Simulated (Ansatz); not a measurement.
The relaxed structure here is a generated cell of VBiO4: the first start was made by a random draw of sites in a space group, and the end was not matched to a known phase here, so it may be hypothetical. Known forms of VBiO4 include space group No. 88.

A relaxed structure of VBiO$_{4}$. Space group P-43m (No. 215). Level of theory: PBE (plane waves to 420 eV, PAW, scalar-relativistic; Ansatz, a first-principles code).

```cif
data_BiO4V
_chemical_formula_sum 'Bi1 O4 V1'
_space_group_name_H-M_alt 'P-43m'
_space_group_IT_number 215
_space_group_name_Hall 'P -4 2 3'
_cell_length_a 4.57390
_cell_length_b 4.57390
_cell_length_c 4.57390
_cell_angle_alpha 90.000
_cell_angle_beta 90.000
_cell_angle_gamma 90.000
loop_
_atom_site_label
_atom_site_type_symbol
_atom_site_symmetry_multiplicity
_atom_site_Wyckoff_symbol
_atom_site_fract_x
_atom_site_fract_y
_atom_site_fract_z
_atom_site_occupancy
Bi1 Bi 1 b 0.50000 0.50000 0.50000 1
O1 O 4 e 0.21712 0.21712 0.21712 1
V1 V 1 a 0.00000 0.00000 0.00000 1
```

Predict the band gap from PBE.

2.80 eV, indirect (valence top at M, conduction bottom at 25 % of the way from X to M) (no spin-orbit coupling).

Predict the smallest direct gap from PBE.

3.05 eV at 38 % of the way from X to M.

What magnetic moment does PBE give?

Zero (the starting moments vanished).

No spin polarisation in the result: the starting moments vanished. The d or f electrons are treated with no Hubbard U. Without spin-orbit coupling the bands of the heavy element are not split, so the gap can be far off.

The run could not lose the symmetry of its start, so the end can be a saddle point.
